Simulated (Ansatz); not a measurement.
**GeSb₄Te₄: a sublattice moved along a line**

Level of theory: Ansatz 0.2.0, DFT PBE, scalar-relativistic, plane waves, PAW. The runs took a 420 eV cutoff, a Γ-centred 12×12×2 mesh and Gaussian smearing (0.03 eV). No spin polarisation. Energies are free energies at this smearing, counted from the undisturbed cell; pressure is positive in compression.

The undisturbed cell (relaxed at this level; it needn't be the usual structure):

```yaml
crystal:
  lattice:
    - [4.32998, 0.00000, 0.00000]
    - [-2.16499, 3.74988, 0.00000]
    - [0.00000, 0.00000, 17.64861]
  atoms:
    - { symbol: Ge, position: [0.00000, 0.00000, 0.00000] }
    - { symbol: Sb, position: [0.33333, 0.66667, 0.54410] }
    - { symbol: Sb, position: [0.66667, 0.33333, 0.45590] }
    - { symbol: Sb, position: [0.66667, 0.33333, 0.79077] }
    - { symbol: Sb, position: [0.33333, 0.66667, 0.20923] }
    - { symbol: Te, position: [0.33333, 0.66667, 0.90452] }
    - { symbol: Te, position: [0.66667, 0.33333, 0.09548] }
    - { symbol: Te, position: [0.00000, 0.00000, 0.69397] }
    - { symbol: Te, position: [0.00000, 0.00000, 0.30603] }
```

Every Te atom is moved by x along the Cartesian unit vector (0.000, -0.829, 0.559); the cell and all other atoms stay fixed.

Task: Over the sampled range (-0.1000 to 0.0750), is the undisturbed cell the lowest point?

Result: Yes, every other sampled point lies higher.

The scan:

| x (Å) | ΔE (meV/cell) |
| --- | --- |
| -0.1000 | 31.1 |
| -0.0500 | 7.6 |
| 0.0000 | 0.0 |
| 0.0250 | 1.9 |
| 0.0750 | 17.3 |